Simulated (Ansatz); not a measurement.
BaHfO$_{3}$ (cubic perovskite, Pm-3m) at seven volumes, the program Ansatz at the r²SCAN level (PAW), scaled uniformly. One row is withheld.

```
V (Å³/atom)  P (GPa)
-----------  -------
13.268         19.76
13.705         12.08
14.142          5.55
14.580         -0.01
15.017             ?
15.454         -8.78
15.892        -12.22
```

Fit the shown pressures and predict the withheld one.

P = (3/2)B₀(x^(7/2) − x^(5/2))[1 + (3/4)(B′ − 4)(x − 1)] with x = (V₀/V)^(2/3). Least squares on the six rows gives V₀ = 14.579 Å³/atom, B₀ = 171 GPa, B′ = 4.34. At V = 15.017, x = 0.9805 and P = -4.75 GPa. The run itself gave -4.75 GPa.

The cell was relaxed with r²SCAN under the symmetry of its start. The run is not spin-polarised. Scalar-relativistic: spin–orbit coupling is off unless named, which matters more the heavier the elements.

Potentials: the earlier of the program's two PAW sets.
